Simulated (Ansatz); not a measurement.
HBr:
```yaml
crystal:
  lattice:
    - [-2.60288, 2.60288, 1.66721]
    - [2.60288, -2.60288, 1.66721]
    - [2.60288, 2.60288, -1.66721]
  atoms:
    - { symbol: H, position: [0.00000, 0.00000, 0.00000] }
    - { symbol: Br, position: [0.50000, 0.50000, 0.00000] }
```

Relaxed with r²SCAN+D4.

Map the electron localisation function on the plane through (0.000, 0.000, 0.000) spanned by u = [1, 1, 0] and v = [1, -1, 0] in lattice vectors, from r²SCAN+D4 (plane waves, PAW; program Ansatz).

x is the fraction of u, y of v (the angle between them is 90°; rows are the nearest grid lines); atoms in the plane: H at (0.00, 0.00), H at (0.50, 0.50), Br at (0.00, 0.50), Br at (0.50, 0.00).
```
y \ x   0.000  0.118  0.176  0.294  0.353  0.471  0.529  0.647  0.706  0.824  0.882   1.00
------  -----  -----  -----  -----  -----  -----  -----  -----  -----  -----  -----  -----
1.00    0.965  0.855  0.798  0.703  0.202  0.000  0.000  0.202  0.703  0.798  0.855  0.965
0.919   0.572  0.516  0.612  0.824  0.840  0.755  0.755  0.840  0.824  0.612  0.516  0.572
0.838   0.030  0.094  0.242  0.674  0.787  0.868  0.868  0.787  0.674  0.242  0.094  0.030
0.757   0.047  0.027  0.018  0.024  0.043  0.124  0.124  0.043  0.024  0.018  0.027  0.047
0.703   0.686  0.550  0.371  0.067  0.027  0.011  0.011  0.027  0.067  0.371  0.550  0.686
0.622   0.921  0.889  0.835  0.562  0.351  0.157  0.157  0.351  0.562  0.835  0.889  0.921
0.541   0.029  0.281  0.664  0.772  0.734  0.906  0.906  0.734  0.772  0.664  0.281  0.029
0.459   0.029  0.281  0.664  0.772  0.734  0.906  0.906  0.734  0.772  0.664  0.281  0.029
0.378   0.921  0.889  0.835  0.562  0.351  0.157  0.157  0.351  0.562  0.835  0.889  0.921
0.297   0.686  0.550  0.371  0.067  0.027  0.011  0.011  0.027  0.067  0.371  0.550  0.686
0.243   0.047  0.027  0.018  0.024  0.043  0.124  0.124  0.043  0.024  0.018  0.027  0.047
0.162   0.030  0.094  0.242  0.674  0.787  0.868  0.868  0.787  0.674  0.242  0.094  0.030
0.0811  0.572  0.516  0.612  0.824  0.840  0.755  0.755  0.840  0.824  0.612  0.516  0.572
0.000   0.965  0.855  0.798  0.703  0.202  0.000  0.000  0.202  0.703  0.798  0.855  0.965
```

The density is the valence pseudo-density with augmentation charge, so density and ELF within about 1 Å of a nucleus are not all-electron values.

Space group I4/mmm. The workflow started from an entry of the Crystallography Open Database (COD); the relaxed space group is not among those it files for this formula. COD files the formula under space group No. 36, 69, 225. Symmetry was held in the r²SCAN+D4 relaxation; whether a distortion lowers the energy is not shown. The substance is a gas or liquid at ambient conditions.

Potentials: the later of the program's two PAW sets.
